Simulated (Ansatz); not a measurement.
Nb (fcc (Cu type), Fm-3m) under volume change, LDA (plane waves, PAW; program Ansatz), scaled uniformly.

```csv
V (Å³/atom),E − E(relaxed) (meV/atom),P (GPa)
16.134,94.3,20.32
16.666,39.9,12.60
17.198,9.5,5.87
17.730,0.0,0.00
18.262,8.7,-5.12
18.794,33.2,-9.57
19.326,71.6,-13.43
```

Problem. What does a third-order Birch–Murnaghan fit give for V₀, B₀ and B′?

Solution. V₀ = 17.73 Å³/atom, B₀ = 182 GPa, B′ = 3.6.

The workflow started from an entry of the Crystallography Open Database (COD), which files this formula under 2 space groups. It is not the phase usual at ambient conditions (space group No. 229). Symmetry was held in the LDA relaxation. At this level the phase is mechanically unstable. No spin polarisation was allowed.

Potentials: the earlier of the program's two PAW sets. The files were generated under PBE; for other functionals the program regenerates the frozen cores, and for LDA and PBEsol the local potential too.
